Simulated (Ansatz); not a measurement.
# Property card for BAs

BAs:
```
BAs
1.0
    5.88907     0.00000     0.00000
    0.00000     5.88907     0.00000
    0.00000     0.00000     3.38962
B As
4 4
Direct
  0.32273   0.67727   0.00000
  0.67727   0.32273   0.00000
  0.82273   0.82273   0.50000
  0.17727   0.17727   0.50000
  0.31862   0.31862   0.00000
  0.68138   0.68138   0.00000
  0.18138   0.81862   0.50000
  0.81862   0.18138   0.50000
```

Space group P4_2/mnm (No. 136); conventional cell a = b = 5.8891 Å, c = 3.3896 Å, α = β = γ = 90.00°.

Method: PBE (plane waves, PAW; program Ansatz). Structure relaxed to zero pressure with the same functional. Other levels are named where they apply.

### Cell and energy

```
Property                                                      Result
-----------------------------------------------------  -------------
Volume per atom                                             14.69 Å³
Density                                                   4.84 g/cm³
Formation energy from the elements (no fitted shifts)  0.092 eV/atom
```

### Electronic structure

```
Property                                                                                                  Result
------------------------------------------------  --------------------------------------------------------------
Band gap                                                                                      0.80 eV (indirect)
Valence-band maximum                                                                                        at Γ
Conduction-band minimum                           on the Γ–Z line, 58 % of the way from Γ (2 equivalent valleys)
Smallest direct gap on the standard path                                                                 1.18 eV
Electron effective mass                                                   0.35, 0.35, 0.46 mₑ (principal values)
Electron effective mass with spin–orbit coupling                          0.35, 0.35, 0.46 mₑ (principal values)
Hole effective mass, band 1 of 2 at the edge                                     0.46 along x, 0.65 along z (mₑ)
Hole effective mass, band 2 of 2 at the edge                                     0.16 along x, 0.65 along z (mₑ)
Hole effective mass with spin–orbit coupling                              0.24, 0.24, 0.65 mₑ (principal values)
Gap with spin–orbit coupling                                                                             0.74 eV
```

### Mechanics

```
Property                             Result
----------------------------------  -------
Bulk modulus (Birch–Murnaghan fit)  120 GPa
Pressure derivative B′                  4.1
```

The start of the workflow was typed in or built on a structure type; neither database checked (COD, Materials Project) lists it. It is not the phase usual at ambient conditions (space group No. 216). Symmetry was held in the PBE relaxation; whether a distortion lowers the energy is not shown. The references are the lowest solids computed at this level, not always the standard phases. Scalar-relativistic: spin–orbit coupling is off unless named, which matters more the heavier the elements.

Potentials: the earlier of the program's two PAW sets.
